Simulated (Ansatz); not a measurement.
All cells below were computed with PBEsol (plane-wave PAW, Ansatz 0.2.0, no spin polarisation, atoms fixed as given).

Question: Rank them by pressure, from most stretched to most compressed.
A.
HfSiSe (420 eV, 9×9×4 mesh on the cell that ran, as a rule the primitive one, fermi-dirac 0.1 eV)
```cif
data_structure
_symmetry_space_group_name_H-M 'P4/nmm:1'
_symmetry_Int_Tables_number 129
_cell_length_a 3.6252
_cell_length_b 3.6252
_cell_length_c 8.3090
_cell_angle_alpha 90.000
_cell_angle_beta 90.000
_cell_angle_gamma 90.000
_cell_volume 109.20
loop_
_atom_site_label
_atom_site_type_symbol
_atom_site_symmetry_multiplicity
_atom_site_Wyckoff_symbol
_atom_site_fract_x
_atom_site_fract_y
_atom_site_fract_z
_atom_site_occupancy
Hf1 Hf 2 c 0.00000 0.50000 0.25900 1
Si1 Si 2 a 0.00000 0.00000 0.00000 1
Se1 Se 2 c 0.00000 0.50000 0.61500 1
```
B.
Be2Sb (420 eV, 9×9×6 mesh on the cell that ran, as a rule the primitive one, fermi-dirac 0.0317 eV)
Space group P4/nmm:1 (No. 129). a = 3.707 Å, b = 3.707 Å, c = 5.656 Å, α = 90.00°, β = 90.00°, γ = 90.00°
| atom | site | symmetry | x | y | z |
| --- | --- | --- | --- | --- | --- |
| Be | 2a | -4m2 | 0.0000 | 0.0000 | 0.0000 |
| Be | 2c | 4mm | 0.0000 | 0.5000 | 0.2700 |
| Sb | 2c | 4mm | 0.0000 | 0.5000 | 0.7000 |
C.
NbAgGe (420 eV, 6×6×9 mesh on the cell that ran, as a rule the primitive one, fermi-dirac 0.1 eV)
Space group P-62m (No. 189). a = 6.804 Å, b = 6.804 Å, c = 3.777 Å, α = 90.00°, β = 90.00°, γ = 120.00°
| atom | site | symmetry | x | y | z |
| --- | --- | --- | --- | --- | --- |
| Nb | 3g | m2m | 0.5820 | 0.0000 | 0.5000 |
| Ag | 3f | m2m | 0.2520 | 0.0000 | 0.0000 |
| Ge | 2c | -6.. | 0.3333 | 0.6667 | 0.0000 |
| Ge | 1b | -62m | 0.0000 | 0.0000 | 0.5000 |

Answer: A (-4.8 GPa), C (-3.5 GPa), B (12.4 GPa).

Origins: Be2Sb, a known structure type with other elements, at an estimated volume; NbAgGe, a known structure type with other elements, at an estimated volume; HfSiSe, a database entry at a rescaled volume. Caveats for one or more cells: many states at the Fermi level without spin polarisation, so a magnetic state may lie lower.
